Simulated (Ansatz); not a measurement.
HfC:
```yaml
crystal:
  lattice:
    - [0.00000, 2.32049, 2.32049]
    - [2.32049, 0.00000, 2.32049]
    - [2.32049, 2.32049, 0.00000]
  atoms:
    - { symbol: Hf, position: [0.00000, 0.00000, 0.00000] }
    - { symbol: C, position: [0.50000, 0.50000, 0.50000] }
```

This is the r²SCAN-relaxed structure.

All from r²SCAN (plane waves, PAW; program Ansatz), unless another level is named. Give the Debye temperature from the elastic constants.

555 K.

And the highest zone-centre frequency?

422 cm⁻¹.

What about the elastic constants (relaxed ions, GPa)?

C11 = 518, C12 = 108, C44 = 188.

Space group Fm-3m (rock salt). Symmetry was held in the r²SCAN relaxation. No spin polarisation was allowed. As this level gives no gap, shear constants depend on the k-mesh and smearing (Fermi–Dirac, 0.1 eV here). As this level gives no gap, phonon frequencies hold no LO–TO term and depend on the k-mesh and smearing (Fermi–Dirac, 0.1 eV here). Spin–orbit coupling is left out wherever it is not named.

Potentials: the earlier of the program's two PAW sets. The files were generated under PBE; for other functionals the program regenerates the frozen cores, and for LDA and PBEsol the local potential too.
